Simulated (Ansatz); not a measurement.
An Ansatz (a first-principles code) run. Input:

Ansatz 0.2 input:
```yaml
crystal:
  lattice:
    - [0.0, 3.2125885654, 3.2125885654]
    - [3.2125885654, 0.0, 3.2125885654]
    - [3.2125885654, 3.2125885654, 0.0]
  atoms:
    - { symbol: Ba, position: [0.0, 0.0, 0.0] }
    - { symbol: S, position: [0.5, 0.5, 0.5] }
kpoints:
  mp_grid: { grid: [6, 6, 6] }
hamiltonian:
  xc: hse06
  pseudopotentials: { kind: paw }
scf:
  n_extra_bands: 6
  occupations: { method: fixed }
output:
  eigenvalues: true
  eigenstates:
    e_range: [-9.0, 11.9]
    kpoints:
      - [0.0, 0.0, 0.0]  # VBM
      - [0.0, 0.5, 0.5]  # CBM
      - [0.0, 0.0, 0.0]  # GAMMA
      - [0.5, 0.0, 0.5]  # X
      - [0.5, 0.5, 0.5]  # L
      - [0.5, 0.25, 0.75]  # W
      - [0.375, 0.375, 0.75]  # K
      - [0.625, 0.25, 0.625]  # U
```

Output (shortened):

```
Pseudopotential: Ba, paw, valence charge 10
Pseudopotential: S, paw, valence charge 6
Functional definition: HSE06
davidson cushion auto → on  (no smearing: the cushion is to keep the highest requested band from converging to the state above it …
Crystal: 2 atoms, lattice volume = 66.312 Å³
Basis set: ecut = 420 eV, 1291 PW (Γ)
Bands: 14, of which v1, the nominal top of the filled ones, is band 8 counted from 1 (7 counted from 0)
Symmetry: 48 space group operations
Space group: Fm-3m (ITA 225), of the structure as read, at distance tolerance 4.0e-5 Å
k-points: 16 of 216
SCF iter   1: F=—  HF=-6855.862595 eV  |F-HF|=—  |Δ(HF+E_count)|=         —  Δρ=1.30e-3  dr2=2.33e-3  ethr=1.77e-3  ⟨swp⟩=11.9  Hψ=1499  notcnv=0
preconditioner: auto → none
SCF iter   2: F=-6855.862405 eV  HF=-6855.862666 eV  |F-HF|=2.61e-4  |Δ(HF+E_count)|=   7.07e-5  Δρ=5.71e-4  dr2=3.40e-4  ethr=1.46e-5  ⟨swp⟩=6.4  Hψ=948  notcnv=0  defer=13
SCF 1 stopped early in 2 iterations: F = -6855.862405 eV  dr2 = 3.40e-4
Crystal: 2 atoms, lattice volume = 66.312 Å³
Exchange kernel: α = 0.2500, screened, ω = 0.2079 Å⁻¹, Wigner–Seitz truncation, v(0) = 1046.8955 eV·Å³, q-mesh 6×6×6, nearest image of the exchange supercell L …
Frozen-core exchange: fock
SCF iter   1: F=—  HF=-6861.471478 eV  |F-HF|=—  |Δ(HF+E_count)|=         —  Δρ=3.01e-3  dr2=1.30e-2  ethr=2.12e-5  ⟨swp⟩=8.3  Hψ=1261  notcnv=0
preconditioner: auto → none
SCF iter   2: F=—  HF=-6861.467267 eV  |F-HF|=—  |Δ(HF+E_count)|=   4.21e-3  Δρ=1.38e-3  dr2=1.33e-3  ethr=2.12e-5  ⟨swp⟩=4.8  Hψ=839  notcnv=0
SCF iter   3: F=—  HF=-6861.469717 eV  |F-HF|=—  |Δ(HF+E_count)|=   2.45e-3  Δρ=7.48e-4  dr2=3.38e-4  ethr=6.74e-6  ⟨swp⟩=4.8  Hψ=679  notcnv=0  defer=4
SCF iter   4: F=—  HF=-6861.469649 eV  |F-HF|=—  |Δ(HF+E_count)|=   6.71e-5  Δρ=3.13e-4  dr2=6.93e-5  ethr=2.03e-6  ⟨swp⟩=3.1  Hψ=541  notcnv=0  defer=3
iter 5 solved again at ethr=1.40e-9 eV; its pass at ethr=3.52e-7 eV (dr2=2.24e-7 eV) is discarded
SCF iter   5: F=—  HF=-6861.469646 eV  |F-HF|=—  |Δ(HF+E_count)|=   3.47e-6  Δρ=2.58e-5  dr2=1.04e-5  ethr=1.40e-9  ⟨swp⟩=5.5  Hψ=1668  notcnv=0
SCF iter   6: F=—  HF=-6861.469707 eV  |F-HF|=—  |Δ(HF+E_count)|=   6.14e-5  Δρ=9.07e-5  dr2=1.22e-5  ethr=1.40e-9  ⟨swp⟩=8.2  Hψ=1290  notcnv=0  defer=13
SCF iter   7: F=-6861.469704 eV  HF=-6861.469704 eV  |F-HF|=4.93e-8  |Δ(HF+E_count)|=   3.85e-6  Δρ=1.32e-5  dr2=4.73e-7  ethr=1.40e-9  ⟨swp⟩=5.4  Hψ=998  notcnv=0  defer=1
SCF 2 stopped early in 7 iterations: F = -6861.469704 eV  dr2 = 4.73e-7
hybrid outer 1: dexx = +3.071e-3 eV, tail = 3.78e-6 eV
Crystal: 2 atoms, lattice volume = 66.312 Å³
Exchange kernel: α = 0.2500, screened, ω = 0.2079 Å⁻¹, Wigner–Seitz truncation, v(0) = 1046.8955 eV·Å³, q-mesh 6×6×6, nearest image of the exchange supercell L …
Frozen-core exchange: fock
SCF iter   1: F=—  HF=-6861.469686 eV  |F-HF|=—  |Δ(HF+E_count)|=         —  Δρ=1.70e-5  dr2=1.10e-7  ethr=1.18e-7  ⟨swp⟩=5.6  Hψ=731  notcnv=0
preconditioner: auto → none
SCF iter   2: F=-6861.469686 eV  HF=-6861.469686 eV  |F-HF|=2.80e-9  |Δ(HF+E_count)|=   1.17e-8  Δρ=7.67e-6  dr2=2.32e-8  ethr=6.41e-10  ⟨swp⟩=5.1  Hψ=826  notcnv=0  defer=1
SCF 3 converged in 2 iterations: F = -6861.469686 eV  dr2 = 2.32e-8
hybrid outer 2: dexx = +6.393e-8 eV, tail = 4.94e-8 eV, Δε = 6.29e-4 eV (about 7.67e-5 eV left of the loop's levels)
NSCF: frozen V_eff on 8 k-points
hybrid SCF converged: 2 outer / 9 inner (+2 warm-up), last move |dexx| = 6.39e-8 eV, tail = 4.94e-8 eV
Stability not checked (fock_operator)
Free energy (F): -6861.469686 eV
Frozen-core exchange: fock
Harris-Foulkes:  -6861.469686 eV  (|F-HF|=2.80e-9)
Internal energy: -6861.469686 eV  (E = F + TS)
E sigma→0 (E₀):  -6861.469686 eV
Fermi energy:    4.979500 eV
--- Per-component energies (eV) ---
  E_band       = -74.382473
  E_kinetic    = 275.784820
  E_local      = -407.757644  (includes V_loc(G=0)·N_el)
  E_nonlocal   = 84.665898
  E_hartree    = 129.344441
  E_xc         = -214.249913
  E_vxc        = -180.667747  (∫ρ·V_xc dr)
  E_exx        = -30.324230  (= α·E_x^exact, valence–valence)
  E_paw        = -5853.439696  (= ΣΔE_a)
  E_vpaw       = -44.447780  (= ΣTr[D̂ρ^β])
  E_aug_tail   =  0.000000  (compensation charges beyond the density's cutoff)
  E_ewald      = -845.251786
  E_core_change = -0.241576  (= ΣΔE_core)
  E_smearing   =  0.000000  (= −TS)
  E_closure    = 0.000000  (closes the sum)
  Σ components = -6861.469686   (vs F -6861.469686, Δ=0.00e0)
  [band-id]    e_kinetic+e_local+e_nonlocal+2·e_hartree+e_vxc+2·e_exx+e_vpaw+e_augmentation_tail = -74.382031   (vs E_band -74.382473, Δ=4.41e-4)
--- Band table (eV; the first three rows and the last of 16) ---
  k-point 0: bands = ["-22.7666", "-6.7735", "-6.7735", "-6.7735", "-6.3642", "4.9795", "4.9795", "4.9795", "9.5521", "9.9817", "9.9817", "9.9817", "10.9140", "10.9140"]
  k-point 1: bands = ["-22.7550", "-7.3694", "-6.7812", "-6.7812", "-5.7388", "4.3488", "4.6604", "4.6604", "9.9538", "10.3888", "10.3888", "10.5403", "11.6724", "11.6724"]
  k-point 2: bands = ["-22.7317", "-7.9132", "-6.7963", "-6.7963", "-5.1308", "3.4110", "4.1432", "4.1432", "10.4510", "11.4930", "11.4930", "12.0589", "13.4294", "13.4294"]
  k-point 15: bands = ["-22.7061", "-7.3678", "-7.2001", "-7.0484", "-5.7039", "4.0847", "4.4420", "4.6127", "9.1999", "11.5868", "12.3447", "13.1338", "13.8157", "14.4249"]
```

Cost: roughly 110 core-seconds on shared cores.

The points marked VBM and CBM come from a semilocal run.

The cell was relaxed with r²SCAN under the symmetry of its start; phonons on a q-mesh show no instability. Scalar-relativistic: spin–orbit coupling is off unless named, which matters more the heavier the elements.

Potentials: the later of the program's two PAW sets.

Ansatz is a plane-wave DFT program.
